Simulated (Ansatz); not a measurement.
# Energy over volume and axial ratio for SnS2 (CdI2 type)

SnS2 (CdI2 type)

```cif
data_S2Sn
_chemical_formula_sum 'Sn1 S2'
_space_group_name_H-M_alt 'P-3m1'
_space_group_IT_number 164
_space_group_name_Hall '-P 3 2"'
_cell_length_a 3.62596
_cell_length_b 3.62596
_cell_length_c 5.57353
_cell_angle_alpha 90.000
_cell_angle_beta 90.000
_cell_angle_gamma 120.000
loop_
_atom_site_label
_atom_site_type_symbol
_atom_site_symmetry_multiplicity
_atom_site_Wyckoff_symbol
_atom_site_fract_x
_atom_site_fract_y
_atom_site_fract_z
_atom_site_occupancy
Sn1 Sn 1 a 0.00000 0.00000 0.00000 1
S1 S 2 d 0.33333 0.66667 0.26441 1
```

The relaxed cell is deformed in two ways at once: its volume V is scaled, and at that volume it is stretched along z (the c axis of the conventional cell) so that c/a changes. Fractional atomic positions are held.

Computed with PBEsol-D3(BJ) (plane waves to 420 eV, PAW, scalar-relativistic; Ansatz, a quantum-chemistry and plane-wave program). k mesh 11×11×6 (Γ-centred), Fermi-Dirac smearing 0.05 eV. The energy includes the smearing's −TS. Compression counts positive. As the atoms are clamped, bonds stretch with the cell, which overstates energies and stresses. SnS2 was relaxed with its symmetry unable to fall. The PAW data are Ansatz's earlier set. ΔE is measured from the relaxed starting cell.

ΔE (kJ/mol of atoms), with V/V₀ across and (c/a)/(c/a)₀ down:

| (c/a)/(c/a)₀ \ V/V₀ | 0.920 | 0.947 | 0.973 | 1.000 | 1.027 | 1.053 | 1.080 |
|---|---|---|---|---|---|---|---|
| 0.880 | 7.95 | 5.71 | 4.56 | 4.34 | 4.91 | 6.16 | 7.99 |
| 0.920 | 5.95 | 3.58 | 2.32 | 2.00 | 2.48 | 3.67 | 5.44 |
| 0.960 | 4.70 | 2.24 | 0.90 | 0.51 | 0.94 | 2.08 | 3.81 |
| 1.000 | 4.34 | 1.83 | 0.43 | 0.00 | 0.39 | 1.49 | 3.19 |
| 1.040 | 4.99 | 2.44 | 1.01 | 0.54 | 0.90 | 1.97 | 3.65 |
| 1.080 | 6.73 | 4.14 | 2.68 | 2.18 | 2.52 | 3.56 | 5.22 |
| 1.120 | 9.61 | 7.00 | 5.50 | 4.97 | 5.27 | 6.29 | 7.91 |

σzz (GPa), with V/V₀ across and (c/a)/(c/a)₀ down:

| (c/a)/(c/a)₀ \ V/V₀ | 0.920 | 0.947 | 0.973 | 1.000 | 1.027 | 1.053 | 1.080 |
|---|---|---|---|---|---|---|---|
| 0.880 | 12.7 | 9.4 | 6.6 | 4.1 | 2.0 | 0.2 | -1.4 |
| 0.920 | 12.0 | 8.6 | 5.7 | 3.2 | 1.0 | -0.9 | -2.5 |
| 0.960 | 10.7 | 7.3 | 4.3 | 1.8 | -0.4 | -2.3 | -3.9 |
| 1.000 | 8.9 | 5.5 | 2.5 | 0.0 | -2.2 | -4.1 | -5.7 |
| 1.040 | 6.7 | 3.3 | 0.4 | -2.1 | -4.3 | -6.1 | -7.7 |
| 1.080 | 4.1 | 0.8 | -2.1 | -4.5 | -6.6 | -8.4 | -9.9 |
| 1.120 | 1.2 | -2.0 | -4.8 | -7.1 | -9.1 | -10.8 | -12.2 |

What the scan shows:

| Property | Result |
|---|---|
| Modulus against c/a change at fixed volume, (3/4V)·∂²E/∂(ln c/a)² (fit, atoms clamped) | 39 GPa, an upper bound as the atoms could relax |
| Lowest place on the grid | V/V₀ = 1.000, (c/a)/(c/a)₀ = 1.000 (0.0 meV/atom) |
| Highest place on the grid | V/V₀ = 0.920, (c/a)/(c/a)₀ = 1.120 (99.7 meV/atom) |

(A scan under strain: stresses follow from slopes of the energy per volume, elastic moduli from its curvatures.)
